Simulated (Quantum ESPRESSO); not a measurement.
Band energies of LuPO₄

```
LuPO4
1.0
   -3.36712     3.36712     2.95688
    3.36712    -3.36712     2.95688
    3.36712     3.36712    -2.95688
O P Lu
8 2 2
Direct
  0.51440   0.33691   0.17749
  0.08691   0.40942   0.32251
  0.15942   0.33691   0.82251
  0.08691   0.76440   0.67749
  0.23560   0.91309   0.32251
  0.66309   0.48560   0.82251
  0.59058   0.91309   0.67749
  0.66309   0.84058   0.17749
  0.25000   0.75000   0.50000
  0.50000   0.50000   0.00000
  0.00000   0.00000   0.00000
  0.75000   0.25000   0.50000
```

norm-conserving PBEsol (Quantum ESPRESSO, 100 Ry, no spin-orbit coupling); path ΓXMΓZPNZ1M,XP; energies in eV from the valence-band maximum.

```csv
k (1/Å),point,band 50,band 51,band 52,band 53,band 54,band 55,band 56,band 57
0.00,Γ,-0.65,-0.42,-0.40,-0.40,0.00,6.22,6.95,7.79
0.22,,-0.68,-0.42,-0.39,-0.38,-0.08,6.59,6.69,7.59
0.66,X,-0.55,-0.53,-0.53,-0.34,-0.34,6.59,6.59,7.75
1.10,,-0.96,-0.72,-0.72,-0.43,-0.43,7.26,7.26,7.80
1.32,M,-1.06,-0.81,-0.81,-0.48,-0.48,7.61,7.61,7.84
1.69,,-0.77,-0.69,-0.51,-0.39,-0.36,6.81,7.32,7.38
2.07,,-0.70,-0.45,-0.38,-0.36,-0.06,6.48,6.76,7.70
2.25,Γ,-0.65,-0.42,-0.40,-0.40,0.00,6.22,6.95,7.79
2.44,,-0.79,-0.50,-0.22,-0.22,-0.01,6.47,7.04,7.82
2.63,,-0.86,-0.71,-0.10,-0.10,-0.06,7.00,7.26,7.79
3.01,,-0.97,-0.97,-0.48,-0.18,-0.18,7.51,7.56,7.59
3.19,Z,-0.91,-0.91,-0.84,-0.37,-0.37,7.59,7.64,7.74
3.35,,-0.98,-0.95,-0.65,-0.29,-0.27,7.46,7.50,7.66
3.66,,-1.00,-0.75,-0.37,-0.36,-0.26,6.91,6.96,7.76
3.81,,-0.91,-0.60,-0.54,-0.53,-0.31,6.74,6.77,7.88
3.97,P,-0.79,-0.74,-0.74,-0.44,-0.44,6.70,6.70,7.98
4.20,,-0.84,-0.66,-0.65,-0.28,-0.25,6.85,6.88,7.86
4.44,N,-0.85,-0.75,-0.58,-0.19,-0.09,6.99,7.19,7.66
4.59,,-0.93,-0.83,-0.43,-0.24,-0.10,7.05,7.26,7.57
4.90,,-0.99,-0.96,-0.62,-0.27,-0.25,7.47,7.56,7.61
5.06,Z1,-0.91,-0.91,-0.84,-0.37,-0.37,7.59,7.64,7.74
5.06,M,-1.06,-0.81,-0.81,-0.48,-0.48,7.61,7.61,7.84
5.72,X,-0.55,-0.53,-0.53,-0.34,-0.34,6.59,6.59,7.75
5.98,,-0.69,-0.63,-0.63,-0.38,-0.38,6.65,6.65,7.85
6.25,P,-0.79,-0.74,-0.74,-0.44,-0.44,6.70,6.70,7.98
```

The PBEsol gap is direct, 6.22 eV at Γ.

The 4f states are in the valence at their DFT position.

Geometry of the Materials Project entry, not relaxed at this level.
